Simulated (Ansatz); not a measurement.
Clean, relaxed (001) surface of SnO, space group P4/nmm (No. 129) (top face towards +c; atoms held fixed, by place in the list: 1, 2, 3, 4):

```
CELL_PARAMETERS angstrom
3.83710 0.00000 0.00000
0.00000 3.83710 0.00000
0.00000 0.00000 24.07883
ATOMIC_POSITIONS crystal
Sn 0.50000 0.00000 0.35301
O 0.00000 0.00000 0.40111
O 0.50000 0.50000 0.40111
Sn 0.00000 0.50000 0.44922
Sn 0.50000 0.00000 0.55180
O 0.00000 0.00000 0.60026
O 0.50000 0.50000 0.60026
Sn 0.00000 0.50000 0.64882
```

These are results of Ansatz 0.2.0, DFT PBE+D3(BJ), scalar-relativistic, plane waves, PAW, not measurements. Plane waves to 420 eV, a k mesh through Γ of 8×8×1 on the computed 8-atom cell and Gaussian smearing (0.10 eV); no spin polarisation. A dipole correction removes the field between periodic images along c.

With the adsorbate the run is spin-polarised, so any moments that the slab's own atoms take up count into E_ads.

Ni (atom) is adsorbed on the top face, one adsorbate per 14.7 Å², and relaxed from 3 starting sites (fractions of a and b). The adsorption energy is E(slab + adsorbate) − E(slab) − E(free adsorbate, spin-polarised where open-shell). Heights count from the highest slab atom after relaxation. Δp counts per cell along +c. Bonded neighbours lie within 1.25 times the sum of covalent radii (1.35 for H) and, on that scale, within 12 % of the closest. With the adsorbate the cell is lengthened along c to keep the vacuum.

```json
{"start": "top (Sn) at (0.00, 0.50)", "ends at": "(0.00, 0.50), 1 bonded neighbour (Sn)", "E_ads (eV)": "-1.96", "height (Å)": "2.36", "shortest contact": "Ni–Sn 2.36 Å", "Δp (e·Å)": "-0.009"}
{"start": "hollow (Sn-Sn) at (0.50, 0.00)", "ends at": "(0.50, 0.00), 4 bonded neighbours (Sn)", "E_ads (eV)": "-2.19", "height (Å)": "1.02", "shortest contact": "Ni–Sn 2.90 Å", "Δp (e·Å)": "+0.002"}
{"start": "hollow (over O) at (0.00, 0.00)", "ends at": "(0.00, 0.00), 2 bonded neighbours (Sn)", "E_ads (eV)": "-2.52", "height (Å)": "1.63", "shortest contact": "Ni–Sn 2.52 Å", "Δp (e·Å)": "+0.017"}
```

Among the sites tried, the lowest end comes from the hollow (over O) at (0.00, 0.00) start; other sites may lie lower.

Each end is the local minimum or symmetric point that its start leads to. The slab is only 7.1 Å thick, so the energies aren't converged with thickness.

The cell holds one magnetic atom, so it can only be ferromagnetic; an antiferromagnetic order may lie lower. An atom lies near a switch of its D3 coefficient C6 between reference coordination numbers, so the dispersion energy changes steeply there and can make or shift the minimum.